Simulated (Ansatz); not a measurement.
YGe3 in space group Cmcm (No. 63; Y on 4c, Ge on 4c, Ge on 4c, Ge on 4c), plane-wave PAW PBEsol (Ansatz code), all energies at zero smearing, with the estimated change up to a 700 eV cutoff added, with one set of potentials and settings (totals compare only within such a set). Cell of 8 atoms (2 Y, 6 Ge): -33115.449 eV.

```csv
element,reference phase,E (eV/atom)
Y,"P6_3/mmc, 2 atoms in the cell",-3795.0735
Ge,"Fd-3m, 2 atoms in the cell",-4253.4978
```

Formation energy per atom, worked out: (-33115.449 − 2×(-3795.0735) − 6×(-4253.4978))/8 = -0.539 eV/atom (-52 kJ per mol of atoms), at 0 K, without zero-point energy or fitted corrections.

The workflow started from a Materials Project entry (that database holds measured and hypothetical structures alike); the Crystallography Open Database copy checked does not list it. Whether it is the stable phase at ambient conditions was not checked. The PBEsol relaxation kept the symmetry of its start; whether a distortion lowers the energy is not shown. No spin polarisation was allowed. The references are the lowest solids computed at this level, not always the standard phases.

Potentials: the later of the program's two PAW sets.
